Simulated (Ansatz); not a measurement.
# Coordination and ¹⁴N quadrupole coupling in VZnC₂N₃F₅ at a changed volume

Cell: a structure deposited in the COD, relaxed with PBE at fixed cell and then changed (volume scaled by 0.98).

Space group Imma (No. 74); a = 7.4127, b = 8.9987, c = 9.3688 Å.

```csv
site,Wyckoff,site symmetry,x,y,z
V,4d,.2/m.,0.2500,0.2500,0.7500
Zn,4a,2/m..,0.0000,0.0000,0.0000
C,8h,m..,0.0000,0.1392,0.2774
N9,8h,m..,0.0000,0.1703,0.1405
N13,4e,mm2,0.0000,0.2500,0.3678
F15,4e,mm2,0.5000,0.2500,0.7944
F17,16j,1,0.7895,0.8939,0.1176
```

One atom of each set is listed; the run and its k-mesh use a cell of 24 atoms with edges of 7.48, 7.48, 7.48 Å.

The numbers come from a DFT calculation in Ansatz (PBE, plane waves and PAW, scalar-relativistic, collinear spin, 420 eV cutoff, Γ-centred 6×6×6 k-points, Fermi–Dirac smearing 0.05 eV). Start moments as typed (μB): 1 on each V, none on the rest.

Q(¹⁴N) = 20.44 mb.

(1) Rank these N sites by |C_Q|, smallest first.
A. N9: 1 C at 1.31 Å, 1 N at 1.43 Å, 1 Zn at 2.02 Å; also 1 C at 2.14 Å, 1 Zn at 3.25 Å
B. N13: 2 C at 1.31 Å, angle 99°

Results:

(1) B (3.23 MHz, η = 0.51), A (4.37 MHz, η = 0.02).

The structure holds N–N bonds (1.43 Å). At N13 V_zz points along the bisector of its two bonds (within 1°).

The run finds no gap above 0.1 eV (a metal, or nearly one), so the gradients can move by 10 % or more with the k-mesh. Semilocal functionals can leave a metal where correlation in the d or f shell opens a gap in the real compound, and that would change the values at and beside V. The atoms aren't relaxed in the changed cell (largest force 0.6 eV/Å). All moments are parallel here, as the start or the cell imposes; many such compounds order antiparallel, where fields and spin densities carried over to other atoms largely cancel. The magnetic order is the one that the run reached from its start moments, not necessarily the measured one (the real compound may not order at all).
